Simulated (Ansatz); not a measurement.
CdF₂:
```
CELL_PARAMETERS angstrom
      0.00000     2.74074     2.74074
      2.74074     0.00000     2.74074
      2.74074     2.74074     0.00000
ATOMIC_POSITIONS crystal
  Cd 0.00000 0.00000 0.00000
  F  0.25000 0.25000 0.25000
  F  0.75000 0.75000 0.75000
```

Cartesian axes are those of the cell as given.

Question: Give the high-frequency dielectric tensor and the Born effective charge tensors of the independent atoms from DFPT, plane-wave PAW PBE (Ansatz code).

Answer: 
ε∞:
```
2.86  0.00  0.00
0.00  2.86  0.00
0.00  0.00  2.86
```
Z* of atom 1 (Cd), rows: field, columns: displacement, in e:
```
2.48  0.00  0.00
0.00  2.48  0.00
0.00  0.00  2.48
```
Z* of atom 2 (F), rows: field, columns: displacement, in e:
```
-1.24   0.00   0.00
 0.00  -1.24   0.00
 0.00   0.00  -1.24
```

Static charges for comparison (Bader): Cd1 +1.48, F2 -0.74 e. Born charges measure polarisation by displacement and can exceed these by far.

Space group Fm-3m (fluorite). The cell was relaxed with PBE under the symmetry of its start. Scalar-relativistic: spin–orbit coupling is off unless named, which matters more the heavier the elements.

Potentials: the later of the program's two PAW sets.
